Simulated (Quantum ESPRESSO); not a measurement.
```cif
data_BrLi3O
_chemical_formula_sum 'Li3 O1 Br1'
_space_group_name_H-M_alt 'Pm-3m'
_space_group_IT_number 221
_space_group_name_Hall '-P 4 2 3'
_cell_length_a 3.94864
_cell_length_b 3.94864
_cell_length_c 3.94864
_cell_angle_alpha 90.000
_cell_angle_beta 90.000
_cell_angle_gamma 90.000
loop_
_atom_site_label
_atom_site_type_symbol
_atom_site_symmetry_multiplicity
_atom_site_Wyckoff_symbol
_atom_site_fract_x
_atom_site_fract_y
_atom_site_fract_z
_atom_site_occupancy
Li1 Li 3 d 0.00000 0.00000 0.50000 1
O1 O 1 a 0.00000 0.00000 0.00000 1
Br1 Br 1 b 0.50000 0.50000 0.50000 1
```

The geometry is that of Materials Project entry mp-28593, symmetrised and not relaxed again.

**Question.** What does PBEsol (Quantum ESPRESSO, PseudoDojo norm-conserving, 84 Ry, with spin-orbit coupling) give for the electronic structure near the Fermi level?

**Answer.** The PBEsol gap is direct, 4.29 eV at M. The cell is held in this high symmetry; tilts and polar distortions were not searched.
